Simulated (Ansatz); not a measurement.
# W3O: energy along a strain

W3O, Pm-3n, a = 4.831 Å. The structure is a Materials Project entry; whether it is the stable form wasn't checked. Ansatz: PBEsol, PAW, 420 eV, Γ-centred 8×8×8 mesh on 8 atoms, Gaussian smearing 0.15 eV; no spin polarisation. Cell vectors (Å): 4.831 0.000 0.000; 0.000 4.831 0.000; 0.000 0.000 4.831. The cell is strained by x per cent times the pattern (0 0 0 0 0 1) in the order xx yy zz yz xz xy (engineering shears), with fractional coordinates held. y is the free energy over the start, V0 = 14.097 Å³/atom. Symmetry makes y even in x.

```
x (%) y (meV/atom)
-6.00             ?
-3.00          0.48
 0.00          0.00
 0.75          0.04
 1.50          0.12
 2.25          0.27
 3.75          0.75
 4.50          1.06
 5.25          1.43
```

Q: Fit y = c2 x² + c4 x⁴ to the other rows, get the stiffness along the pattern, and predict the missing energy.

A: Least squares on the rows shown. y = 0.05423 x² − 8.614×10⁻⁵ x⁴. The clamped-ion stiffness p·C·p = 2 × 0.5423 eV × 160.2 / 14.097 Å³ = 12.3 GPa, which is C66 in these axes (C44 of the cubic crystal). At x = -6.00 the fit asked for gives 1.84 meV/atom. The run gave 1.84 meV/atom, the same to the digits shown.

Spin–orbit coupling is left out, which can shift energies with elements as heavy as these.

Cost: 9 runs of about 9.7 core-minutes in all, on Intel Xeon Processor @ 2.50GHz (Skylake/Cascade Lake) (shared hosts).